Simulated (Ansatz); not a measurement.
Input and command of a calculation in Ansatz (plane waves; scalar-relativistic PAW potentials unless the input names others):

```yaml
crystal:
  lattice:
    - [0.0, 4.1541088337, 4.1541088337]
    - [4.1541088337, 0.0, 4.1541088337]
    - [4.1541088337, 4.1541088337, 0.0]
  atoms:
    - { symbol: K, position: [0.25, 0.25, 0.25] }
    - { symbol: K, position: [0.75, 0.75, 0.75] }
    - { symbol: Mn, position: [0.0, 0.0, 0.0], spin: 3.7 }
    - { symbol: Ag, position: [0.5, 0.5, 0.5] }
    - { symbol: F, position: [0.2306089639, 0.2306089639, 0.7693910361] }
    - { symbol: F, position: [0.2306089639, 0.7693910361, 0.7693910361] }
    - { symbol: F, position: [0.7693910361, 0.7693910361, 0.2306089639] }
    - { symbol: F, position: [0.2306089639, 0.7693910361, 0.2306089639] }
    - { symbol: F, position: [0.7693910361, 0.2306089639, 0.7693910361] }
    - { symbol: F, position: [0.7693910361, 0.2306089639, 0.2306089639] }
basis:
  ecutwfc: 420
kpoints:
  mp_grid: { grid: [8, 8, 8], shift: [0.5, 0.5, 0.5] }
hamiltonian:
  xc: pbe
scf:
  occupations: { method: gaussian, width: 0.1 }
output:
  forces: true
  eigenvalues: true
  stress: true
magnetization:
  spin_polarized: true
```

```bash
ansatz run input.yaml --threads 2 --pin off --max-ram 5120MiB --backend cpu --events-out ev --progress --plain --runs-dir out
```

Abridged log:
```
Warning: crystal.symmetry: narrowed to the stabiliser of the k-point mesh — unitary ops 48 → 12; excluded 36 operations that carry a point of the 8×8×8 mesh (shift [0.5, 0.5, 0.5]) off the mesh (the run samples exactly the mesh kpoints.mp_grid names, as under crystal.symmetry.detect: false, and its converged state has the mesh's symmetry, not the crystal's; ε∞, the Born charges and the force constants of a linear response (`dielectric:` by the response, `phonons.method: dfpt`) are averaged over those of the crystal's operations that the state keeps within a tolerance, where `mesh_tensors`, `un ...
Basis set: ecut = 420 eV, 2741 PW (Γ), exchange–correlation on 80×80×80 points (8 copies of the dense FFT grid, shifted against one another)
Bands: 59, of which v1, the nominal top of the filled ones, is band 47 counted from 1 (46 counted from 0)
Symmetry: 12 space group operations
k-points: 60 of 512
SCF iter   1: F=—  HF=-19434.366779 eV  |F-HF|=—  |Δ(HF+E_count)|=         —  Δρ=1.17e-1 (↑1.17e-1 ↓1.06e-1) dr2=6.00e1  dr2_m=4.99e-1  M=3.996 μB ∫|m|=4.080 μB  β_m=0.30  ethr=3.10e-3  ⟨swp⟩=6.8  Hψ=27645  notcnv=0  defer=125
Mixer restart at iter 1: flushing history
spin=Collinear: Kerker preconditioning applied to the charge; magnetization (m = ρ↑ − ρ↓) channel mixes plain (no charge-response kernel on spin).
SCF iter   2: F=—  HF=-19424.912376 eV  |F-HF|=—  |Δ(HF+E_count)|=    9.45e0  Δρ=4.62e-2 (↑4.62e-2 ↓3.84e-2) dr2=1.13e1  dr2_m=2.57e-1  M=4.000 μB ∫|m|=4.116 μB  β_m=0.38  ethr=3.10e-3  ⟨swp⟩=3.3  Hψ=15750  notcnv=0  defer=482
SCF iter   3: F=—  HF=-19422.140365 eV  |F-HF|=—  |Δ(HF+E_count)|=    2.77e0  Δρ=1.84e-2 (↑1.84e-2 ↓1.58e-2) dr2=2.12e0  dr2_m=6.90e-2  M=4.000 μB ∫|m|=4.178 μB  β_m=0.58  ethr=3.10e-3  ⟨swp⟩=3.1  Hψ=15356  notcnv=0  defer=669
SCF iter   4: F=—  HF=-19421.452977 eV  |F-HF|=—  |Δ(HF+E_count)|=   6.87e-1  Δρ=7.65e-3 (↑7.65e-3 ↓7.33e-3) dr2=3.88e-1  dr2_m=8.66e-4  M=4.000 μB ∫|m|=4.222 μB  β_m=0.66  ethr=2.26e-3  ⟨swp⟩=3.1  Hψ=14288  notcnv=0  defer=658
SCF iter   5: F=—  HF=-19421.397391 eV  |F-HF|=—  |Δ(HF+E_count)|=   5.56e-2  Δρ=3.80e-3 (↑3.24e-3 ↓3.80e-3) dr2=8.75e-2  dr2_m=1.39e-3  M=4.000 μB ∫|m|=4.262 μB  β_m=0.81  ethr=4.13e-4  ⟨swp⟩=2.4  Hψ=12537  notcnv=0  defer=654
SCF iter   6: F=—  HF=-19421.390754 eV  |F-HF|=—  |Δ(HF+E_count)|=   6.64e-3  Δρ=1.16e-3 (↑1.16e-3 ↓1.08e-3) dr2=1.20e-2  dr2_m=4.07e-5  M=4.000 μB ∫|m|=4.269 μB  β_m=0.86  ethr=9.31e-5  ⟨swp⟩=2.4  Hψ=10950  notcnv=0  defer=654
SCF iter   7: F=—  HF=-19421.392284 eV  |F-HF|=—  |Δ(HF+E_count)|=   1.53e-3  Δρ=9.98e-4 (↑9.98e-4 ↓7.63e-4) dr2=3.74e-3  dr2_m=3.83e-5  M=4.000 μB ∫|m|=4.280 μB  β_m=0.93  ethr=1.27e-5  ⟨swp⟩=2.0  Hψ=10878  notcnv=0  defer=654
SCF iter   8: F=—  HF=-19421.392677 eV  |F-HF|=—  |Δ(HF+E_count)|=   3.94e-4  Δρ=3.36e-4 (↑2.26e-4 ↓3.36e-4) dr2=4.04e-4  dr2_m=5.08e-5  M=4.000 μB ∫|m|=4.277 μB  β_m=0.96  ethr=3.98e-6  ⟨swp⟩=2.0  Hψ=13088  notcnv=0  defer=654
SCF iter   9: F=—  HF=-19421.392618 eV  |F-HF|=—  |Δ(HF+E_count)|=   5.90e-5  Δρ=2.25e-4 (↑2.25e-4 ↓6.27e-5) dr2=1.06e-4  dr2_m=1.59e-5  M=4.000 μB ∫|m|=4.274 μB  β_m=0.98  ethr=4.30e-7  ⟨swp⟩=2.0  Hψ=9886  notcnv=0  defer=654
SCF iter  10: F=—  HF=-19421.392607 eV  |F-HF|=—  |Δ(HF+E_count)|=   1.16e-5  Δρ=7.41e-5 (↑7.41e-5 ↓6.84e-5) dr2=3.26e-5  dr2_m=1.14e-7  M=4.000 μB ∫|m|=4.275 μB  β_m=0.89  ethr=1.12e-7  ⟨swp⟩=2.0  Hψ=12489  notcnv=0  defer=654
SCF iter  11: F=—  HF=-19421.392621 eV  |F-HF|=—  |Δ(HF+E_count)|=   1.39e-5  Δρ=2.91e-5 (↑2.91e-5 ↓1.74e-5) dr2=4.77e-6  dr2_m=1.29e-7  M=4.000 μB ∫|m|=4.275 μB  β_m=0.94  ethr=3.47e-8  ⟨swp⟩=2.0  Hψ=9901  notcnv=0  defer=654
SCF iter  12: F=—  HF=-19421.392623 eV  |F-HF|=—  |Δ(HF+E_count)|=   2.11e-6  Δρ=1.33e-5 (↑1.33e-5 ↓5.87e-6) dr2=5.66e-7  dr2_m=2.61e-8  M=4.000 μB ∫|m|=4.275 μB  β_m=0.97  ethr=5.08e-9  ⟨swp⟩=2.0  Hψ=10614  notcnv=0  defer=654
SCF iter  13: F=—  HF=-19421.392623 eV  |F-HF|=—  |Δ(HF+E_count)|=   2.07e-7  Δρ=4.14e-6 (↑4.14e-6 ↓3.60e-6) dr2=6.61e-8  dr2_m=7.43e-10  M=4.000 μB ∫|m|=4.275 μB  β_m=0.99  ethr=6.02e-10  ⟨swp⟩=2.0  Hψ=11882  notcnv=0  defer=654
SCF iter  14: F=-19421.392623 eV  HF=-19421.392623 eV  |F-HF|=1.03e-9  |Δ(HF+E_count)|=   3.90e-8  Δρ=1.32e-6 (↑1.32e-6 ↓1.23e-6) dr2=7.66e-9  dr2_m=1.08e-11  M=4.000 μB ∫|m|=4.275 μB  ethr=7.04e-11  ⟨swp⟩=11.3  Hψ=33988  notcnv=0
SCF 1 converged in 14 iterations: F = -19421.392623 eV  dr2 = 7.66e-9
SCF converged after 14 iterations
Magnetization: 4.0000 μB (49.0000 up, 45.0000 down)
Absolute magnetization: 4.2805 μB (∫|ρ↑−ρ↓|, with the PAW one-centre terms)
Spin contamination: 0.1053 ħ² per cell (⟨S²⟩ above its minimum at these occupations)
Per-site moments (μB) at R_I (Å): [(0.00117399, 1.21349794), (0.00117399, 1.21349794), (3.33135641, 0.79032915), (-0.09370251, 0.92324073), (0.02908187, 0.79032915), (0.02908187, 0.79032915), (0.02908187, 0.79032915), (0.02908187, 0.79032915), (0.02908187, 0.79032915), (0.02908187, 0.79032915)]
Free energy (F): -19421.392623 eV
Harris-Foulkes:  -19421.392623 eV  (|F-HF|=1.03e-9)
Internal energy: -19421.384790 eV  (E = F + TS)
E sigma→0 (E₀):  -19421.388707 eV
Entropy (-TS):   -0.007833 eV (-0.783 meV/atom)
Fermi energy:    7.797959 eV
--- Forces (eV/Å), atoms counted from 1 ---
  atom   1  K      0.00003317     0.00003317     0.00003317
  atom   2  K     -0.00003317    -0.00003317    -0.00003317
  atom   3  Mn     0.00000000     0.00000000     0.00000000
  atom   4  Ag     0.00000000     0.00000000     0.00000000
  atom   5  F     -0.00034508    -0.00034508     0.00301881
  atom   6  F     -0.00301881     0.00034508     0.00034508
  atom   7  F      0.00034508     0.00034508    -0.00301881
  atom   8  F     -0.00034508     0.00301881    -0.00034508
  atom   9  F      0.00034508    -0.00301881     0.00034508
  atom  10  F      0.00301881    -0.00034508    -0.00034508
--- Stress (GPa, compression-positive) ---
        8.831725       0.000619       0.000619
        0.000619       8.831725       0.000619
        0.000619       0.000619       8.831725
  P = ⅓ Tr σ = 8.8317 GPa (88.317 kbar)
```

Apart from outputs, empty bands and the relaxation, which only the reference makes, the input differs from a reference run on usual settings in kpoints.mp_grid.shift: not typed → [0.5, 0.5, 0.5]. The reference, at the same geometry, ended its own course with pressure 8.83 GPa, largest force 0.001 eV/Å, no gap on the mesh. This run converged in 14 SCF iterations with an energy at zero smearing 0.13 meV/atom below the reference's, pressure 8.83 GPa, largest force 0.003 eV/Å, no gap on the mesh.

Moments start parallel, and another magnetic order may lie lower. No Hubbard U is used, which oxides and halides of open 3d shells often need for their gap.

The run took 75 s on 2 threads of AMD EPYC (Zen 3), on a shared host, peak memory 0.97 GiB.